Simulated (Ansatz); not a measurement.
Polymorphs of Mo, each relaxed with the program Ansatz at the PBE level (PAW):

A: diamond (Fd-3m)
a = b = c = 5.688 Å, α = β = γ = 90.00°

```
atom  site  symmetry       x       y       z
----  ----  --------  ------  ------  ------
Mo      8b      -43m  0.5000  0.5000  0.5000
```

B: simple cubic (Pm-3m)
a = b = c = 2.604 Å, α = β = γ = 90.00°

```tsv
atom	site	symmetry	x	y	z
Mo	1a	m-3m	0.0000	0.0000	0.0000
```

### Question
Put the candidates in order of energy per atom at 0 K, lowest first, for PBE.

### Answer
B (+0 meV/atom), A (+1079 meV/atom)

Constructed cells (a structure type filled with these elements, in neither database checked): B. Typed or built starts, not in the databases checked: A. Not the usual ambient phase: A; B. All cells were relaxed under the symmetry of their starts (and spin orders); stability against distortions was not tested throughout. Rows with no word on spin ran without spin polarisation. Spin–orbit coupling is left out wherever it is not named.

Energies hold the estimated change up to a 700 eV cutoff; steps of a few meV lie near the error of the meshes.

Potentials: the later of the program's two PAW sets.
